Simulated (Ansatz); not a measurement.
From the elastic tensor of BaPbO3 at 0.3 GPa (stress–strain coefficients) to moduli and sound speeds

All numbers below come from DFT r2SCAN, scalar-relativistic, plane waves, PAW in Ansatz. Settings: 500 eV plane-wave cutoff, Γ-centred 8×8×8 mesh, Fermi-Dirac smearing of 0.15 eV. No spin polarisation.

It takes space group Pm-3m (No. 221, cubic). The conventional cell has a = 4.292 Å, b = 4.292 Å, c = 4.292 Å, α = 90.00°, β = 90.00°, γ = 90.00°. Ba (site symmetry m-3m) is surrounded by 12 O at 3.03 Å. Around Pb (site symmetry m-3m) lie 6 O at 2.15 Å. O (site symmetry 4/mmm) has 2 Pb at 2.15 Å as nearest neighbours.

The cell is the ideal cubic perovskite prototype; whether it is the stable structure of this composition wasn't checked. In a metal, frequencies and elastic constants depend on the k mesh and the smearing, soft modes and shear constants most. Spin–orbit coupling is left out, which matters for heavy elements. A semilocal functional can close a gap that the real compound has.

Relaxed-ion constants (GPa, on the Cartesian axes of the calculation):
```
233.3  60.0  60.0   0.0   0.0   0.0
 60.0 233.3  60.0   0.0   0.0   0.0
 60.0  60.0 233.3   0.0   0.0   0.0
  0.0   0.0   0.0  62.7   0.0   0.0
  0.0   0.0   0.0   0.0  62.7   0.0
  0.0   0.0   0.0   0.0   0.0  62.7
```

Density 8.244 g/cm³; 5 atoms in 79.06 Å³.

The values that follow are for a polycrystal of randomly turned grains, by Hill's mean where one number stands.

With S = C⁻¹: B_V = (C11+C22+C33+2(C12+C13+C23))/9, G_V = (C11+C22+C33−C12−C13−C23+3(C44+C55+C66))/15, 1/B_R = S11+S22+S33+2(S12+S13+S23), 15/G_R = 4(S11+S22+S33−S12−S13−S23)+3(S44+S55+S66); Hill is their mean. Then v_l = √((B+4G/3)/ρ), v_t = √(G/ρ), v_m = [(2/v_t³+1/v_l³)/3]^(−1/3) and Θ = (ħ/k_B)·v_m·(6π²n/V)^(1/3) for n atoms in the volume V; E = 9BG/(3B+G), ν = (3B−2G)/(2(3B+G)) and A^U = 5G_V/G_R + B_V/B_R − 6.

| Property | Result |
| --- | --- |
| Bulk modulus, Voigt / Reuss / Hill | 117.8 / 117.8 / 117.8 GPa |
| Shear modulus, Voigt / Reuss / Hill | 72.3 / 70.5 / 71.4 GPa |
| Young's modulus | 178 GPa |
| Poisson ratio | 0.248 |
| Pugh ratio B/G | 1.65 (under 1.75, the rule of thumb for brittle) |
| Universal anisotropy index | 0.13 |
| Longitudinal and transverse sound speeds | 5083 and 2943 m/s |
| Debye temperature from the mean sound speed | 387 K |

Symmetry holds off the tilts and polar distortions that many cubic perovskites undergo.

Cost: 1 run of about 4.1 core-minutes, on Intel Xeon Processor @ 2.50GHz (Skylake/Cascade Lake) (shared hosts).